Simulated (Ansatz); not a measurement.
Al$_{2}$O (anti-fluorite, Fm-3m) at seven volumes, PBE (plane waves, PAW; program Ansatz), scaled uniformly. One row is withheld.

```
V (Å³/atom)  P (GPa)
-----------  -------
13.992          6.86
14.454          4.27
14.915          2.00
15.376          0.00
15.838         -1.64
16.299         -2.97
16.760             ?
```

Q: Fit the shown pressures and predict the withheld one.

A: P = (3/2)B₀(x^(7/2) − x^(5/2))[1 + (3/4)(B′ − 4)(x − 1)] with x = (V₀/V)^(2/3). Least squares on the six rows gives V₀ = 15.388 Å³/atom, B₀ = 59.1 GPa, B′ = 4.27. At V = 16.760, x = 0.9447 and P = -4.21 GPa. The run itself gave -3.98 GPa.

The start of the workflow was typed in or built on a structure type; the Crystallography Open Database files this formula in space group No. 225, but the cells were not matched. Whether it is the stable phase at ambient conditions was not checked. The PBE relaxation kept the symmetry of its start; its stability against distortions is not shown here.

Potentials: the earlier of the program's two PAW sets.
